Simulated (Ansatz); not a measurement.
SiGe3 in space group I4/mmm (No. 139; Si on 2a, Ge on 4d, Ge on 2b), r²SCAN+D4 (plane waves, PAW; program Ansatz), all energies at zero smearing, with the estimated change up to a 700 eV cutoff added, with one set of potentials and settings (totals compare only within such a set). Cell of 4 atoms (1 Si, 3 Ge): -13545.699 eV.

```tsv
element	reference phase	E (eV/atom)
Si	Fd-3m, 2 atoms in the cell	-639.1856
Ge	Fd-3m, 2 atoms in the cell	-4303.0180
```

Formation energy per atom, worked out: (-13545.699 − 1×(-639.1856) − 3×(-4303.0180))/4 = 0.635 eV/atom (61 kJ per mol of atoms), at 0 K, without zero-point energy or fitted corrections.

The first step of the workflow began from a Materials Project structure, measured or hypothetical; the Crystallography Open Database copy checked does not list it. Its standing as an ambient phase is unchecked. The r²SCAN+D4 relaxation kept the symmetry of its start; its stability against distortions is not shown here. Its formation energy is positive at this level, so the cell may be metastable or incomplete. The references are the lowest solids computed at this level, not always the standard phases.

Potentials: the later of the program's two PAW sets.
